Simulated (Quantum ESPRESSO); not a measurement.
NMR parameters of Ag4BrCl3 (changed cell)

```yaml
crystal:
  lattice:
    - [5.67662, 0.00000, 0.00000]
    - [0.00000, 5.67662, 0.00000]
    - [0.00000, 0.00000, 5.67662]
  atoms:
    - { symbol: Ag, position: [0.00000, 0.00000, 0.00000] }
    - { symbol: Br, position: [0.50000, 0.00000, 0.00000] }
    - { symbol: Ag, position: [0.00000, 0.50000, 0.50000] }
    - { symbol: Cl, position: [0.50000, 0.50000, 0.50000] }
    - { symbol: Ag, position: [0.50000, 0.00000, 0.50000] }
    - { symbol: Cl, position: [0.00000, 0.00000, 0.50000] }
    - { symbol: Ag, position: [0.50000, 0.50000, 0.00000] }
    - { symbol: Cl, position: [0.00000, 0.50000, 0.00000] }
```
The cell was made here from a computed Materials Project entry: one of 4 Cl replaced by Br, cell and atoms relaxed (PBE without dispersion, pw.x of a modified build of Quantum ESPRESSO, symmetry kept). The parent is AgCl in Fm-3m. The swapped cell is a model, not a known phase. Stability against distortions was not tested. The run has no spin polarisation.

Computed: shieldings by GIPAW with PBE in Quantum ESPRESSO, on JTH PAW datasets, 25 Ha, k-mesh 5×5×5 shifted, f-sum rule met within 0.003 %.

| site | site symmetry | σ_iso (ppm) | span Ω (ppm) |
|---|---|---|---|
| Ag1 (atoms 1, 5, 7) | 4/mmm | 3424 | 168 |
| Br (atom 2) | m-3m | 2705 | 0 |
| Ag2 (atom 3) | m-3m | 3538 | 0 |
| Cl (atoms 4, 6, 8) | 4/mmm | 853 | 79 |

Ω = σ33 − σ11 of the symmetric part; where symmetry doesn't make it nil, it is less certain than σ_iso.

These are absolute shieldings with no macroscopic susceptibility term; δ = σ_ref − σ needs a reference computed alike. In our sweeps, cutoffs and meshes of this size left a few ppm, and up to some 20 ppm on atoms from Zn on. No spin–orbit coupling; Ag is the heaviest element present. The datasets of Br, Cl hold no d projectors, which limits absolute σ on these atoms. With so small a Kohn–Sham gap, σ hangs strongly on the functional and the mesh. Static lattice: thermal averaging is not included.
